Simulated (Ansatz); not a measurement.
CdSe (wurtzite), relaxed with HSE06 (Ansatz, a first-principles code, plane waves, PAW): a = 4.348 Å, b = 4.348 Å, c = 7.088 Å, α = 90.00°, β = 90.00°, γ = 120.00°.

| Property | Value |
|---|---|
| gap (eV) | 1.53 |
| B₀ by P(V) fit (GPa) | 50.2 |

**Question.** The same phase is relaxed and computed with PBE in the same code. What are the cell and these values now?

**Answer.** a = 4.383 Å, b = 4.383 Å, c = 7.154 Å, α = 90.00°, β = 90.00°, γ = 120.00°.

* **gap (eV)**: 0.54
* **B₀ by P(V) fit (GPa)**: 44.6

All cells were relaxed under the symmetry of their starts (and spin orders); stability against distortions was not tested throughout. Spin–orbit coupling is left out wherever it is not named.

Potentials: the later of the program's two PAW sets.

Ansatz is a plane-wave DFT program.
